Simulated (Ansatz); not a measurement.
A trial cell of Al was relaxed with r2SCAN (plane waves to 500 eV, PAW, scalar-relativistic; Ansatz, a first-principles code).

Before: P3₁21 (No. 152), hP3; a = 3.743 Å, b = 3.743 Å, c = 4.973 Å, α = 90.00°, β = 90.00°, γ = 120.00°.

After relaxation:

Simulated powder pattern, Cu Kα, λ = 1.54184 Å (kinematic, ideal powder, no thermal factors, no anomalous dispersion; the 24 strongest lines at most, above 1 %, up to 2θ = 90°):

```
2θ (°)  I/Imax (%)
------  ----------
39.10          100
45.46           48
66.24           30
79.69           35
84.01           10
```

Identify the relaxed structure from its pattern: crystal system, space group and cell.

Cubic, Fm-3m (No. 225), cF4, fcc (Cu type); a = b = c = 3.9907 Å, α = β = γ = 90.00°. Sites: Al 4b (0.500, 0.500, 0.500).

Index the strongest lines.

39.10° (111), 45.46° (200), 66.24° (220), 79.69° (311), 84.01° (222).

No spin polarisation in the result.

The run could not lose the symmetry of its start.
